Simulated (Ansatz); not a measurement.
ZnCu$_{2}$GeS$_{4}$:
```xyz
8
Lattice="-2.6335 2.6335 5.2417 2.6335 -2.6335 5.2417 2.6335 2.6335 -5.2417" Properties=species:S:1:pos:R:3 pbc="T T T"
Cu     0.0000     0.0000     0.0000
Cu     0.0000     2.6335     2.6208
Zn     2.6335     0.0000     2.6208
Ge     0.0000     0.0000     5.2417
S      1.2870     1.3384     3.9452
S      1.3466     1.2951    -1.2965
S      1.3384    -1.2870     6.5381
S      1.2951     3.9205     1.2965
```

Relaxed with PBEsol. Special points in fractions of this cell's reciprocal vectors: Γ (0.000, 0.000, 0.000); X (0.000, 0.000, 0.500); P (0.250, 0.250, 0.250); N (0.000, 0.500, 0.000); M (0.500, 0.500, -0.500); S (0.313, 0.687, -0.313); S0 (-0.313, 0.313, 0.313); R (-0.126, 0.126, 0.500); G (0.500, 0.500, -0.126).

**Question.** List the band energies nearest the valence-band maximum at these points for plane-wave PAW PBEsol (Ansatz code).

**Answer.** In eV from the valence-band maximum; about four levels below and three above (degenerate sets whole), none deeper than 8.9 eV; points with the same levels are listed once.

```
k                          below           above
-  -----------------------------  --------------
Γ         -1.65 -0.08 -0.08 0.00  0.60 1.86 2.81
X        -0.95 -0.69 -0.49 -0.47  0.78 2.42 3.01
P        -0.89 -0.85 -0.70 -0.53  1.09 2.91 3.02
N        -1.31 -1.22 -1.16 -0.56  1.87 3.10 3.22
M  -1.32 -1.32 -1.12 -0.99 -0.99  1.46 2.01 2.01
S        -1.48 -1.26 -0.82 -0.53  1.67 2.48 3.12
R        -0.98 -0.81 -0.69 -0.64  1.03 2.62 3.46
```

Space group I-4. The cell was relaxed with PBEsol under the symmetry of its start. The run is not spin-polarised. Scalar-relativistic: spin–orbit coupling is off unless named, which matters more the heavier the elements.

Potentials: the later of the program's two PAW sets.
